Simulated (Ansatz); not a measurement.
Space group P6/mmm (No. 191). a = 3.052 Å, b = 3.052 Å, c = 6.281 Å, α = 90.00°, β = 90.00°, γ = 120.00°
| atom | site | symmetry | x | y | z |
| --- | --- | --- | --- | --- | --- |
| Ta | 1b | 6/mmm | 0.0000 | 0.0000 | 0.5000 |
| Mn | 1a | 6/mmm | 0.0000 | 0.0000 | 0.0000 |
| B | 4h | 3m. | 0.3333 | 0.6667 | 0.7658 |

Equation of state of this TaMnB4 structure (not necessarily the ground state), with shape and atoms relaxed at each volume where symmetry leaves them free. It has no gap at any of these volumes. All numbers below come from DFT PBE, scalar-relativistic, plane waves, PAW in Ansatz 0.2.0.

Settings: cutoff 420 eV, Γ-centred mesh 12×12×6 on the computed 6-atom cell, Gaussian smearing of 0.10 eV; collinear spin from starting moments 0.0 2.6 0.0 0.0 0.0 0.0 μB.

```tsv
V (Å³/atom)	E − E(largest V) (meV/atom)	P (GPa)
7.431	63.59	42.02
7.685	7.83	29.01
7.938	-29.79	18.09
8.191	-50.12	8.10
8.445	-56.22	0.00
8.698	-50.42	-7.17
8.951	-34.02	-13.11
9.289	0.00	-18.87
```

Problem. Fit a third-order Birch–Murnaghan equation, E = E0 + (9V0B0/16)·[(x − 1)³B0' + (x − 1)²(6 − 4x)] with x = (V0/V)^(2/3), to E(V).

Solution. V0 = 8.44 Å³/atom, B0 = 252 GPa, B0' = 4.4.

Spin-orbit coupling is left out, which matters for the bands of heavy elements.

The cell was found from a structure generator's guess, not taken from experiment.
